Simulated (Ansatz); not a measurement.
Bi2Se3 (R-3m), relaxed with r²SCAN+D4 (Ansatz, a first-principles code, plane waves, PAW): a = b = 4.1492 Å, c = 29.4707 Å, α = β = 90.00°, γ = 120.00°.

| Quantity | Result |
|---|---|
| gap (eV) | 0.68 |
| ΔH_f (eV/atom) | -0.44 |
| B₀ by P(V) fit (GPa) | 25.6 |

### Question
The same phase is relaxed and computed with LDA in the same code. What are the cell and these values now?

### Answer
a = 4.104 Å, b = 4.104 Å, c = 27.937 Å, α = 90.00°, β = 90.00°, γ = 120.00°.

* **gap (eV)**: none
* **ΔH_f (eV/atom)**: -0.37
* **B₀ by P(V) fit (GPa)**: 37.9

Weakly bound layers, chains or molecules computed without a dispersion correction, so cells and soft constants are ill determined: Bi2Se3, R-3m (Bi on 6c, Se on 3a, Se on 6c) with LDA. All cells were relaxed under the symmetry of their starts (and spin orders); stability against distortions was not tested throughout. Spin–orbit coupling is left out wherever it is not named.

Potentials: the earlier of the program's two PAW sets.

Ansatz is a plane-wave DFT program.

Formation energies count from the lowest solids of the elements computed at the same level, not from gases.
